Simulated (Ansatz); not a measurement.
SrLa2S4:
```cif
data_La8S16Sr4
_chemical_formula_sum 'Sr4 La8 S16'
_space_group_name_H-M_alt 'I-42d'
_space_group_IT_number 122
_space_group_name_Hall 'I -4 2bw'
_cell_length_a 8.60598
_cell_length_b 8.60598
_cell_length_c 8.57711
_cell_angle_alpha 90.000
_cell_angle_beta 90.000
_cell_angle_gamma 90.000
loop_
_atom_site_label
_atom_site_type_symbol
_atom_site_symmetry_multiplicity
_atom_site_Wyckoff_symbol
_atom_site_fract_x
_atom_site_fract_y
_atom_site_fract_z
_atom_site_occupancy
Sr1 Sr 4 b 0.00000 0.00000 0.50000 1
La1 La 8 d 0.12945 0.25000 0.12500 1
S1 S 16 e 0.17180 0.57732 0.05334 1
```
(The calculation used a cell of 14 atoms; values per cell refer to that cell.)

Relaxed with LDA.

### Question
Which orbitals make up the states near the band edges in LDA in the plane-wave PAW code Ansatz?

### Answer
Top 1 eV of the valence band: S 3p 82 %, La 5d 9 %. Bottom 1 eV of the conduction band: La 4f 42 %, La 5d 40 %, S 3p 6 %, outside the projected shells 10 %. Projections are on Löwdin-orthogonalised atomic valence shells; empty p or d shells of many metals are not among them.

### Question
Tabulate the density of states.

### Answer
States/eV per cell of 14 atoms, in 0.25 eV bins, energy from the valence-band maximum.

```csv
E (eV),total,La 4f,S 3p,La 5d
-7.87,0.00,0.00,0.00,0.00
-7.62,0.00,0.00,0.00,0.00
-7.37,0.00,0.00,0.00,0.00
-7.12,0.00,0.00,0.00,0.00
-6.87,0.00,0.00,0.00,0.00
-6.62,0.00,0.00,0.00,0.00
-6.37,0.00,0.00,0.00,0.00
-6.12,0.00,0.00,0.00,0.00
-5.87,0.00,0.00,0.00,0.00
-5.62,0.00,0.00,0.00,0.00
-5.37,0.00,0.00,0.00,0.00
-5.12,0.00,0.00,0.00,0.00
-4.87,0.00,0.00,0.00,0.00
-4.62,0.00,0.00,0.00,0.00
-4.37,0.00,0.00,0.00,0.00
-4.12,0.00,0.00,0.00,0.00
-3.87,0.55,0.00,0.36,0.11
-3.62,5.42,0.03,3.63,0.94
-3.37,10.54,0.08,7.30,1.75
-3.12,12.82,0.11,9.17,2.19
-2.87,11.39,0.11,8.36,1.85
-2.62,17.84,0.17,13.21,3.09
-2.37,17.35,0.23,13.33,2.53
-2.12,13.79,0.25,10.86,1.71
-1.87,6.20,0.16,4.82,0.84
-1.62,12.08,0.26,9.36,1.67
-1.37,16.87,0.35,13.40,2.06
-1.12,18.73,0.46,14.70,2.53
-0.87,18.91,0.56,15.23,2.06
-0.62,12.10,0.48,9.86,1.16
-0.37,11.32,0.58,9.47,0.80
-0.12,6.11,0.33,5.27,0.25
0.13,0.00,0.00,0.00,0.00
0.38,0.00,0.00,0.00,0.00
0.63,0.00,0.00,0.00,0.00
0.88,0.00,0.00,0.00,0.00
1.13,0.00,0.00,0.00,0.00
1.38,0.00,0.00,0.00,0.00
1.63,0.00,0.00,0.00,0.00
1.88,0.00,0.00,0.00,0.00
2.13,1.39,0.29,0.09,0.79
2.38,12.13,3.73,0.76,6.05
2.63,16.25,6.64,1.07,6.47
2.88,16.03,10.25,0.65,3.64
3.13,41.15,35.23,0.53,3.36
3.38,99.01,93.31,0.86,3.18
```

The workflow started from a Materials Project entry (that database holds measured and hypothetical structures alike); the Crystallography Open Database copy checked does not list it. Whether it is the stable phase at ambient conditions was not checked. The cell was relaxed with LDA under the symmetry of its start; of distortions, only those at the zone centre were tested. Scalar-relativistic: spin–orbit coupling is off unless named, which matters more the heavier the elements.

Potentials: the later of the program's two PAW sets.
